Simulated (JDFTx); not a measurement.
System: Zn(0001) (P6_3/mmc bulk; lattice of mp-79, not re-optimised at this level), 1x1 cell of 4 atoms in 4 planes, area 5.92 Å² a face, 7.4 Å between the outermost planes in a cell 23.3 Å high; k mesh 10×10×1, Fermi width 0.01 Ha, no spin polarisation.

Level of theory: PBE, GBRV ultrasoft potentials, plane waves to 20/100 Ha; code: JDFTx (a modified build). Liquid: linear PCM (GLSSA13), water, 1 M NaF. Between zero charge and 0.50 V from it the run gives σ = 7.4 μC/cm², a mean capacitance of 14.8 μF/cm². The liquid has ε = 78.4, a 1:1 salt at 1 M with linear (Debye) response, and T = 298 K.

Worked example: the Debye length, the diffuse-layer capacitance, and the inner capacitance that is left when the two stand in series.

Each ion has density c = 1 × 6.022×10⁻⁴ = 6.022e-04 Å⁻³. λ² = ε kT / (8π (e²/4πε₀) c) with kT = 0.02568 eV and e²/4πε₀ = 14.40 eV Å gives λ = 3.04 Å; the log prints 3.04 Å. C_diffuse = ε₀ε/λ = 228 μF/cm². Then 1/C_inner = 1/14.8 − 1/228, so C_inner = 15.8 μF/cm², which equals a vacuum gap of ε₀/C_inner = 0.56 Å. The diffuse layer takes 6 % of the potential drop; the rest lies between the electrode's charge and the onset of the dielectric, with the electrode's own (quantum) capacitance in it. The split is a model: in the calculation solvent and ions share one smooth cavity.
